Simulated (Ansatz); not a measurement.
The start is a relaxed Li cell shaken by Gaussian noise of σ = 0.08 Å a coordinate. Cell shape, volume and atoms are optimised at zero target pressure with r2SCAN (plane waves to 500 eV, PAW, scalar-relativistic; Ansatz, a first-principles code). First-step values are on the input's coarse k-mesh.

Ansatz input (later rounds restart from its end on a renewed k-mesh):
Ansatz 0.2 input:
```yaml
crystal:
  lattice:
    - [5.5166030465, 0, 0]
    - [0, 5.5166030465, 0]
    - [0, 0, 5.5166030465]
  atoms:
    - { symbol: Li, position: [0.2562978551, 0.0063344642, 0.5098317982] }
    - { symbol: Li, position: [0.7619586816, -0.0019474479, 0.4835329172] }
    - { symbol: Li, position: [0.0106430174, 0.4984275646, 0.2454476665] }
    - { symbol: Li, position: [0.003802105, 0.5229473345, 0.7451984207] }
    - { symbol: Li, position: [0.5214970206, 0.2587731508, 0.0064020436] }
    - { symbol: Li, position: [0.5055991056, 0.7604380593, -0.0009209912] }
    - { symbol: Li, position: [-0.0019837927, -0.0256840033, 0.0017659482] }
    - { symbol: Li, position: [0.5138973183, 0.5232822275, 0.4906327828] }
basis: { ecutwfc: 500, ecutrho_ratio: 4, xc_grid: 4, fft_grid_basis: typed }
kpoints: { mp_grid: { grid: [6, 6, 6] } }
hamiltonian:
  xc: r2scan
  dispersion: none
  pseudopotentials: { azcp: { folder: ./paw }, kind: paw }
scf: { occupations: { method: fermi_dirac, width: 0.05 } }
relax: { f_tol: 0.01, max_steps: 100, cell: { stress_tol: 0.02 } }
output: { forces: true, stress: true }
```

* **Relative to the parent**: It returns to the parent structure, Pm-3n (No. 223)
* **Shortest distances (start → end)**: The closest pairs of elements (up to four, under 3.6 Å), start → end: Li–Li 2.73 → 2.76 Å
* **Band gap at the end**: zero (metallic)
* **Optimiser moves**: 17

Relaxed structure:

Space group Pm-3n (No. 223); a = 5.5183 Å, b = 5.5183 Å, c = 5.5183 Å, α = 90.00°, β = 90.00°, γ = 90.00°

```tsv
atom	site	symmetry	x	y	z
Li	6c	-4m.2	0.0000	0.5000	0.2500
Li	2a	m-3.	0.0000	0.0000	0.0000
```

Final values are on a 9×9×9 k-mesh of the relaxed cell. No spin polarisation in the result.

The relaxed structure here is a generated cell of Li: the first start was made by placing the elements on the sites of a structure type, and the end was not matched to a known phase here, so it may be hypothetical. Known forms of Li include space group No. 229.
